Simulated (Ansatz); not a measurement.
Relaxing a structure of Au

The start is a generated cell, Au placed in the simple-cubic structure type. The structure is fully relaxed (lattice and positions, P = 0) with PBE (plane waves to 420 eV, PAW, scalar-relativistic; Ansatz, a quantum-chemistry and plane-wave program). The first steps use a coarse 12×12×12 k-mesh.

Input geometry:
```
CELL_PARAMETERS angstrom
      2.66919     0.00000     0.00000
      0.00000     2.66919     0.00000
      0.00000     0.00000     2.66919
ATOMIC_POSITIONS crystal
  Au 0.00000 0.00000 0.00000
```

How large is the pressure on the unrelaxed cell, and of which sign?

+11.8 GPa (positive: the cell is compressed).

How much energy is released per atom?

0.06 eV/atom.

How does the volume change?

+9.2 %, from 19.02 to 20.76 Å³/atom.

How do the shortest distances between atoms change?

The closest pairs of elements (up to four, under 3.6 Å), start → end: Au–Au 2.67 → 2.75 Å.

What band gap does the relaxed structure have at this level?

Zero (metallic).

Write out the relaxed structure.


```cif
data_Au
_chemical_formula_sum 'Au1'
_space_group_name_H-M_alt 'Pm-3m'
_space_group_IT_number 221
_space_group_name_Hall '-P 4 2 3'
_cell_length_a 2.74833
_cell_length_b 2.74833
_cell_length_c 2.74833
_cell_angle_alpha 90.000
_cell_angle_beta 90.000
_cell_angle_gamma 90.000
loop_
_atom_site_label
_atom_site_type_symbol
_atom_site_symmetry_multiplicity
_atom_site_Wyckoff_symbol
_atom_site_fract_x
_atom_site_fract_y
_atom_site_fract_z
_atom_site_occupancy
Au1 Au 1 a 0.00000 0.00000 0.00000 1
```

The space group stays Pm-3m (No. 221) (the run could not lower it); the end is simple cubic type, with 1 atom in the primitive cell. Final values are on a 17×17×17 k-mesh of the relaxed cell. No spin polarisation in the result.

The run could not lose the symmetry of its start, so the end can be a saddle point.

The relaxed structure here is a generated cell of Au: the first start was made by placing the elements on the sites of a structure type, and the end was not matched to a known phase here, so it may be hypothetical. Known forms of Au include space group No. 225.
